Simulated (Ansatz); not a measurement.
Sb: levels along high-symmetry lines

```
Sb
1.0
    -1.50500    1.50500    2.48000
     1.50500   -1.50500    2.48000
     1.50500    1.50500   -2.48000
Sb
1
Direct
  0.00000 0.00000 0.00000
```

The geometry is COD entry 9013010, unchecked; take it as a test cell.

No spin–orbit coupling, which matters for the heavy atoms here.

Level of theory: DFT, PBEsol, all-electron LAPW, scalar-relativistic in Ansatz 0.2.0.

The runs use a Γ-centred 19×19×19 k mesh, Fermi–Dirac smearing of 0.05 eV, basis error target 0.25 meV/atom, no spin polarisation.

Points in fractions of the reciprocal vectors of this cell: Γ (0, 0, 0), X (0, 0, 0.5), P (0.25, 0.25, 0.25), N (0, 0.5, 0), M (0.5, 0.5, -0.5), S (0.342, 0.658, -0.342), S0 (-0.342, 0.342, 0.342). The path joins them by straight lines in the order Γ–X–P–N–Γ–M–S–S0–Γ; legs that retrace an earlier one aren't tabulated. Energies are in eV from the Fermi level.

**Question.** List the levels at N between -20 and 4 eV.

**Answer.** -9.65, -7.11, 2.67.

**Question.** List the levels at Γ between -20 and 4 eV.

**Answer.** -14.57.

**Question.** List the levels at P between -20 and 4 eV.

**Answer.** -6.38, -3.88 (×2), -1.34.

**Question.** What is the band gap?

**Answer.** none: with an odd electron count and no spin polarisation the bands can't all be full, a metal in this set-up (spin order or a larger cell could open a gap).
